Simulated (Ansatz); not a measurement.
**Ga$_{4}$SnS$_{3}$: phonons across the zone**

These are results of Ansatz, DFT PBE, scalar-relativistic, plane waves, PAW, not measurements. Plane waves to 420 eV; Γ-centred k mesh 12×12×1; Gaussian smearing of 0.10 eV. No spin polarisation. Phonons by linear response, acoustic sum rule imposed.

Equilibrium structure at this level:
```
Ga Sn S
1.0
     3.58099    0.00000    0.00000
    -1.79050    3.10123    0.00000
     0.00000    0.00000   37.25186
Ga Sn S
8 2 6
Direct
  0.00000 0.00000 0.96690
  0.00000 0.00000 0.03310
  0.66667 0.33333 0.27447
  0.66667 0.33333 0.20819
  0.66667 0.33333 0.40193
  0.33333 0.66667 0.72553
  0.33333 0.66667 0.79181
  0.33333 0.66667 0.59807
  0.33333 0.66667 0.46533
  0.66667 0.33333 0.53467
  0.66667 0.33333 0.93721
  0.33333 0.66667 0.06279
  0.00000 0.00000 0.30429
  0.00000 0.00000 0.17851
  0.00000 0.00000 0.69571
  0.00000 0.00000 0.82149
```

It was reached by relaxing an invented guess, and it needn't be the stable form of this composition. In a metal, frequencies and elastic constants depend on the k mesh and the smearing, soft modes and shear constants most. Some empty bands missed the eigensolver's threshold. Spin–orbit coupling is left out, which matters for heavy elements. The q mesh is coarse, so values between its points are rough. No dispersion correction is applied, so modes and constants that involve weak contacts between layers, chains or molecules come out too soft.

Force constants from linear response on a 2×2×1 q mesh.

Q: Is the structure dynamically stable on this mesh?

A: No: at q = (0.000, -0.500, 0.000) a mode is imaginary, 57i cm⁻¹.

Q: Give the frequencies (cm⁻¹; i marks imaginary ones) at the irreducible q points, in fractions of the reciprocal vectors.

A:
```json
{"q": "0.000 0.000 0.000", "star": "1", "frequencies": "37i 37i ≈0 ≈0 ≈0 ≈0 0 0 0 ≈0 ≈0 7 9 12 42 42 53 53 61 68 68 68 68 69 69 92 116 171 171 172 277 277 277 277 278 278 282 282 282 282 282 282 322 328 330 353 353 357"}
{"q": "0.000 -0.500 0.000", "star": "3", "frequencies": "57i 49i 35i 32i 24i 42 48 59 68 69 77 82 82 83 83 83 90 94 96 96 98 111 111 112 161 161 167 210 210 213 284 284 285 289 289 289 295 295 298 302 303 304 326 326 327 360 360 365"}
```
